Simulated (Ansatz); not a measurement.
Given:

HgTe:
Space group P3₂21 (No. 154); a = b = 4.6751 Å, c = 10.3858 Å, α = β = 90.00°, γ = 120.00°

```csv
atom,site,symmetry,x,y,z
Hg,3a,.2.,0.6911,0.6911,0.0000
Te,3b,.2.,0.5111,0.5111,0.5000
```

This is the r²SCAN-relaxed structure.

Problem. All from the program Ansatz at the r²SCAN level (PAW), unless another level is named. Predict the electron effective mass.

Solution. 0.26, 0.64, 0.64 mₑ (principal values).

Problem. What about the hole effective mass?

Solution. 0.54, 0.54, 1.5 mₑ (principal values).

Problem. And the band gap?

Solution. 0.96 eV (indirect).

Problem. What about the formation energy from the elements (no fitted shifts)?

Solution. -0.16 eV/atom.

Problem. Next, the weight of the valence-edge state by species (Voronoi cells)?

Solution. Te 84 %, Hg 16 %.

Problem. Give the valence-band maximum.

Solution. at A.

Space group P3_221. The first step of the workflow began from a Materials Project structure, measured or hypothetical; the Crystallography Open Database copy checked does not list it. It is not the phase usual at ambient conditions (space group No. 216). The cell was relaxed with r²SCAN under the symmetry of its start; whether a distortion lowers the energy is not shown. The references are the lowest solids computed at this level, not always the standard phases. Spin–orbit coupling is left out wherever it is not named.

Potentials: the later of the program's two PAW sets.
